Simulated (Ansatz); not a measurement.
### Question
Each is relaxed and computed with plane-wave PAW PBE (Ansatz code). Which is the only metal?
A. BP, P4_2/mnm (B on 4f, P on 4g)
B. NbP, CsCl type
C. CaO, CsCl type
D. LiNbO3, R3c (Li on 6a, Nb on 6a, O on 18b)

### Answer
B, NbP, CsCl type. NbP: metal; CaO: gap 2.78 eV (indirect); LiNbO3: gap 3.54 eV (indirect); BP: gap 0.47 eV (indirect). Constructed cells (a structure type filled with these elements, in neither database checked): NbP, CsCl type. Typed or built starts, not in the databases checked: BP, P4_2/mnm (B on 4f, P on 4g). Not the usual ambient phase: CaO, CsCl type; BP, P4_2/mnm (B on 4f, P on 4g). All cells were relaxed under the symmetry of their starts (and spin orders); stability against distortions was not tested throughout. Rows with no word on spin ran without spin polarisation. Spin–orbit coupling is left out wherever it is not named.

Potentials: the earlier of the program's two PAW sets.
